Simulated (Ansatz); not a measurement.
SnC:
```
SnC
1.0
    0.00000     2.51705     2.51705
    2.51705     0.00000     2.51705
    2.51705     2.51705     0.00000
Sn C
1 1
Direct
  0.00000   0.00000   0.00000
  0.25000   0.25000   0.25000
```

Relaxed with PBEsol. Special points in fractions of this cell's reciprocal vectors: Γ (0.000, 0.000, 0.000); X (0.500, 0.000, 0.500); U (0.625, 0.250, 0.625); K (0.375, 0.375, 0.750); L (0.500, 0.500, 0.500); W (0.500, 0.250, 0.750).

Q: List the band energies nearest the valence-band maximum at these points for the program Ansatz at the PBEsol with spin–orbit coupling level (PAW).

A: In eV from the valence-band maximum; about four levels below and three above (degenerate sets whole), none deeper than 8.9 eV; points with the same levels are listed once.

```json
[
 {"k": "Γ", "below": "0.00 0.00 0.00 0.00", "above": "0.76 0.76 5.34 5.34"},
 {"k": "X", "below": "-3.21 -3.21 -3.01 -3.01", "above": "1.19 1.19 3.31 3.31"},
 {"k": "U", "below": "-4.77 -4.59 -2.57 -2.56", "above": "2.50 2.50 5.21"},
 {"k": "L", "below": "-1.30 -1.30 -1.17 -1.17", "above": "2.15 2.15 6.26 6.26"},
 {"k": "W", "below": "-4.39 -4.11 -4.04 -3.97", "above": "4.24 4.24 5.59 5.60"}
]
```

Space group F-43m (zinc blende). The start of the workflow was typed in or built on a structure type; neither database checked (COD, Materials Project) lists it. Whether it is the stable phase at ambient conditions was not checked. The PBEsol relaxation kept the symmetry of its start; its stability against distortions is not shown here. Its formation energy is positive at this level, so the cell may be metastable or incomplete.

Potentials: the later of the program's two PAW sets.
